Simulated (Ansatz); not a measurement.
The elements of this relaxed trial crystal are hidden behind letters.

```
lattice vectors (Å)
  -3.0643    3.0643    6.1253
   3.0643   -3.0643    6.1253
   3.0643    3.0643   -6.1253
fractional positions
X 0.8646 0.3794 0.0000
X 0.1354 0.1354 0.5148
X 0.3794 0.8646 0.0000
X 0.6206 0.6206 0.4852
Z 0.2500 0.7500 0.5000
Z 0.7500 0.2500 0.5000
Z 0.0000 0.0000 0.0000
Q 0.5000 0.5000 0.0000
```

Level of theory: DFT PBE, scalar-relativistic, plane waves, PAW in Ansatz. Cutoff 420 eV, Γ-centred 8×8×8 mesh (8-atom cell), Gaussian smearing of 0.02 eV, no spin polarisation.

* Space group: I-42m (No. 121)
* Conventional cell: a = 6.129 Å, c = 12.251 Å
* Volume per atom: 28.76 Å³
* Density: 5.19 g/cm³
* Formation energy: −0.636 eV/atom
* Gap on the 8×8×8 mesh of the 8-atom cell: 0.61 eV

Energies are uncorrected and count from the elements' standard states at the same level.

Task: X is a d-block element of period 5, Z is a p-block element of period 4 and Q is a p-block element of period 3. Which elements are they?

Result: X = Cd, Z = Se, Q = S, so the formula is Cd4Se3S. Density times volume gives a mean mass of 5.19 × 28.76/1.6605 = 89.9 u per atom, and this set has 89.8 u. Cd is surrounded by 1 S at 2.58 Å and 3 Se at 2.68–2.69 Å; Se on a site of symmetry -4 has 4 Cd at 2.68 Å; S has 4 Cd at 2.58 Å; 1 more site not described. Other sets within the hints have nearly the same mass, so mass alone doesn't settle it; this one was computed.

Kohn–Sham gaps at this level usually fall short of measured ones. Symmetry constrained the relaxation, so the result can be a saddle point.
